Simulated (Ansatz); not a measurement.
Relaxed BN (wurtzite):

```
BN
1.0
    5.08665     0.00000     0.00000
   -1.27166     2.20258     0.00000
    2.54333     0.00000     4.20685
B N
4 4
Cartesian
  6.35831   0.73419   4.20644
  3.81499   0.73419   4.20644
  5.08665   1.46839   2.10302
  2.54333   1.46839   2.10302
  1.27166   0.73419   2.63053
  3.81499   0.73419   2.63053
  0.00000   1.46839   0.52711
  2.54333   1.46839   0.52711
```

A phonon eigenvector at L = (0.5, 0.0, 0.5) is frozen into this cell: atom i moves by Q times the vector below, so Q is the largest atomic displacement, in Å. The cell is held. It is one choice among 2 degenerate patterns. (q is in reciprocal vectors of the primitive cell; the cell shown is doubled to hold the pattern.)

```csv
atom,x,y,z
B1,-0.151,-0.087,0.227
B2,0.151,0.087,-0.227
B3,0.558,0.322,-0.765
B4,-0.558,-0.322,0.765
N5,0.388,0.224,-0.327
N6,-0.388,-0.224,0.327
N7,0.269,0.155,0.640
N8,-0.269,-0.155,-0.640
```

These are r2SCAN (plane waves to 500 eV, PAW, scalar-relativistic; Ansatz, a program for electronic structure) values and carry that method's errors. k mesh 15×15×15 (Γ-centred), Fermi-Dirac smearing 0.05 eV. The energy includes the smearing's −TS. BN was relaxed with its symmetry unable to fall. The PAW data are Ansatz's earlier set. The zero of ΔE is the undisplaced structure.

```
Q (Å)   ΔE (meV/cell)
------  -------------
-0.280           6789
-0.187           2648
-0.093            611
0.000               0
0.093             611
0.187            2648
0.280            6789
```

**Question.** Which DFPT wavenumber at L = (0.5, 0.0, 0.5) belongs to this mode?
A. 1164 cm⁻¹
B. 604 cm⁻¹
C. 896 cm⁻¹

**Answer.** C, 896 cm⁻¹. The curvature of the scan gives 896 cm⁻¹

(For displaced atoms, the force is minus the slope of the energy, and its curvature is a force constant, which sets phonon frequencies.)
